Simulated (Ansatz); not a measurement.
# AlP: computed property card

AlP:
```
CELL_PARAMETERS angstrom
      3.82094     0.00000     0.00000
     -1.91047     3.30903     0.00000
      0.00000     0.00000     8.63262
ATOMIC_POSITIONS crystal
  Al 0.50000 0.00000 0.50000
  Al 0.00000 0.50000 0.16667
  Al 0.50000 0.50000 0.83333
  P  0.50000 0.00000 0.00000
  P  0.00000 0.50000 0.66667
  P  0.50000 0.50000 0.33333
```

Space group P6_222 (No. 180); conventional cell a = b = 3.8209 Å, c = 8.6326 Å, α = β = 90.00°, γ = 120.00°.

Method: PBEsol (plane waves, PAW; program Ansatz). Structure relaxed to zero pressure with the same functional. Other levels are named where they apply.

### Cell and energy

```json
{
  "volume_per_atom": "18.19 Å³",
  "density": "2.65 g/cm³",
  "Formation energy from the elements (no fitted shifts)": "-39 kJ/mol of atoms"
}
```

### Electronic structure

```json
{
 "band_gap": "0.84 eV (indirect)",
 "valence_band_maximum": "at Γ",
 "conduction_band_minimum": "at M (3 equivalent valleys)",
 "smallest_direct_gap_on_the_standard_path": "1.93 eV",
 "electron_effective_mass": "0.14, 0.40, 1.5 mₑ (principal values)",
 "hole_effective_mass": "0.15, 7.9, 7.9 mₑ (principal values)"
}
```

### Mechanics

```json
{
 "Bulk modulus (Birch–Murnaghan fit)": "95.7 GPa",
 "Pressure derivative B′": "4.1",
 "Elastic constants (relaxed ions, GPa)": "C11 = 157, C12 = 55.6, C13 = 66.2, C33 = 182, C44 = 50.0",
 "mechanical_stability": "stable (all eigenvalues of C positive)",
 "hill_bulk_and_shear_moduli": "96.4 and 50.6 GPa",
 "Young's modulus": "129 GPa",
 "Poisson's ratio": "0.28",
 "debye_temperature_from_the_elastic_constants": "552 K",
 "Piezoelectric stress constants (proper, relaxed ions, C/m²)": "e14 = 0.12, e25 = -0.12"
}
```

### Dielectric response

```json
{
  "Electronic dielectric constant ε∞ (DFPT)": "12.6 (xx = yy), 14.0 (zz)",
  "Static dielectric constant ε0 (ions relaxed, cell fixed)": "21.8 (xx = yy), 18.0 (zz)",
  "Born charges (a third of the trace)": "Al +2.70, P -2.70 e"
}
```

### Phonons

```json
{
 "Highest zone-centre frequency (without LO–TO term)": "14.03 THz",
 "zone_centre_stability": "no imaginary mode at Γ"
}
```

The start of the workflow was typed in or built on a structure type; neither database checked (COD, Materials Project) lists it. It is not the phase usual at ambient conditions (space group No. 216). The PBEsol relaxation kept the symmetry of its start. Signs of piezoelectric constants follow the polarity of the cell as given. The references are the lowest solids computed at this level, not always the standard phases.

Potentials: the earlier of the program's two PAW sets. The files were generated under PBE; for other functionals the program regenerates the frozen cores, and for LDA and PBEsol the local potential too.
